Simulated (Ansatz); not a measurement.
Here is the system:

TlCl:
```
CELL_PARAMETERS angstrom
      3.91746     0.00000     0.00000
      0.00000     3.91746     0.00000
      0.00000     0.00000     3.91746
ATOMIC_POSITIONS crystal
  Tl 0.00000 0.00000 0.00000
  Cl 0.50000 0.50000 0.50000
```

This is the PBE+D3(BJ)-relaxed structure.

Q: All from PBE+D3(BJ) (plane waves, PAW; program Ansatz), unless another level is named. Predict the HSE06 gap on the PBE+D3(BJ) cell.

A: 3.02 eV.

Q: Give the band gap.

A: 2.23 eV (direct).

Q: Next, the gap with spin–orbit coupling?

A: 1.84 eV.

Q: And the valence-band maximum?

A: at X.

Space group Pm-3m (CsCl type). Symmetry was held in the PBE+D3(BJ) relaxation; phonons on a q-mesh show weakly imaginary modes. Scalar-relativistic: spin–orbit coupling is off unless named, which matters more the heavier the elements.

Potentials: the later of the program's two PAW sets.
